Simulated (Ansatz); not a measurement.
## Computed frozen-phonon scan: TiAl (CuAu type, space group P4/mmm)

Starting cell, TiAl (CuAu type, space group P4/mmm):

```
CELL_PARAMETERS angstrom
      5.62584     0.00000     0.00000
      0.00000     2.81292     0.00000
      0.00000     0.00000     4.05841
ATOMIC_POSITIONS crystal
  Al 0.25000 0.50000 0.50000
  Al 0.75000 0.50000 0.50000
  Ti 0.00000 0.00000 0.00000
  Ti 0.50000 0.00000 0.00000
```

A phonon eigenvector at X = (0.5, 0.0, 0.0) is frozen into this cell: atom i moves by Q times the vector below, so Q is the largest atomic displacement, in Å. The cell is held. (q is in reciprocal vectors of the primitive cell; the cell shown is doubled to hold the pattern.)

```
atom      x       y      z
----  -----  ------  -----
Al1   0.000  -1.000  0.000
Al2   0.000   1.000  0.000
```

Atoms not listed stay in place.

The numbers are results of r2SCAN (plane waves to 500 eV, PAW, scalar-relativistic; Ansatz, a program for electronic structure), not measurements. k mesh 8×16×12 (Γ-centred), Fermi-Dirac smearing 0.05 eV. Energies are smeared free energies. Compression counts positive. With partly filled bands, energies and forces of such displacements shift with the k mesh and the smearing. TiAl is run without spin polarisation. TiAl was relaxed with its symmetry unable to fall. The zero of ΔE is the undisplaced structure.

| Q (Å) | ΔE (meV/cell) | P (GPa) | −dE/dQ from forces (eV/Å) |
|---|---|---|---|
| -0.180 | 167 | 0.6 | 1.835 |
| -0.150 | 116 | 0.4 | 1.539 |
| -0.120 | 75 | 0.3 | 1.238 |
| -0.090 | 42 | 0.2 | 0.932 |
| -0.060 | 19 | 0.1 | 0.623 |
| -0.030 | 5 | 0.0 | 0.312 |
| 0.000 | 0 | 0.0 | 0.000 |
| 0.030 | 5 | 0.0 | -0.312 |
| 0.060 | 19 | 0.1 | -0.623 |
| 0.090 | 42 | 0.2 | -0.932 |
| 0.120 | 75 | 0.3 | -1.238 |
| 0.150 | 116 | 0.4 | -1.539 |
| 0.180 | 167 | 0.6 | -1.835 |

What the scan shows:

```
Quantity                                                                                                             Result
-----------------------------------------------------------  --------------------------------------------------------------
Energy at Q = 0.180 Å                                                                                          167 meV/cell
Space group of the distorted cell                                                        Pmma (No. 51), lowered from P4/mmm
Symmetry of the curve                                                                         even: the same for both signs
Shape of the curve                                           a single well with its minimum at or next to zero displacement
Harmonic wavenumber from the curvature (finite differences)                                                        229 cm⁻¹
Wavenumber by perturbation theory (DFPT, on another k mesh)                                                        229 cm⁻¹
```

(For displaced atoms, the force is minus the slope of the energy, and its curvature is a force constant, which sets phonon frequencies.)
